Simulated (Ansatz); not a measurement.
HfSiSe:
```xyz
6
Lattice="3.5283 0.0000 0.0000 0.0000 3.5283 0.0000 0.0000 0.0000 9.3047" Properties=species:S:1:pos:R:3 pbc="T T T"
Hf     0.0000     1.7641     7.1765
Hf     1.7641     0.0000     2.1281
Si     0.0000     0.0000     0.0000
Si     1.7641     1.7641     0.0000
Se     1.7641     0.0000     6.0324
Se     0.0000     1.7641     3.2723
```

Relaxed with r²SCAN. Special points in fractions of this cell's reciprocal vectors: Γ (0.000, 0.000, 0.000); X (0.000, 0.500, 0.000); M (0.500, 0.500, 0.000); Z (0.000, 0.000, 0.500); R (0.000, 0.500, 0.500); A (0.500, 0.500, 0.500).

Task: List the band energies nearest the Fermi level at these points for the program Ansatz at the r²SCAN level (PAW).

Result: In eV from the Fermi level; about four levels below and three above (degenerate sets whole), none deeper than 8.9 eV; points with the same levels are listed once.

| k | below | above |
|---|---|---|
| Γ | -2.09 -2.09 -2.09 -2.05 | 1.10 1.86 2.14 2.14 |
| X | -0.43 -0.43 -0.06 -0.06 | 3.07 3.07 3.30 3.30 |
| M | -3.49 -3.49 -2.25 -2.25 | 2.05 2.05 3.34 3.34 |
| Z | -2.58 -2.58 -2.08 -1.84 -1.84 | 1.07 1.96 2.11 |
| R | -0.39 -0.39 -0.21 -0.21 | 2.83 2.83 3.39 3.39 |
| A | -3.26 -3.26 -2.25 -2.25 | 0.93 0.93 4.35 4.35 |

Space group P4/nmm. The first step of the workflow began from a Materials Project structure, measured or hypothetical; the Crystallography Open Database files this formula in space group No. 129, but the cells were not matched. Whether it is the stable phase at ambient conditions was not checked. The cell was relaxed with r²SCAN under the symmetry of its start; its stability against distortions is not shown here. The run is not spin-polarised. Scalar-relativistic: spin–orbit coupling is off unless named, which matters more the heavier the elements.

Potentials: the later of the program's two PAW sets.
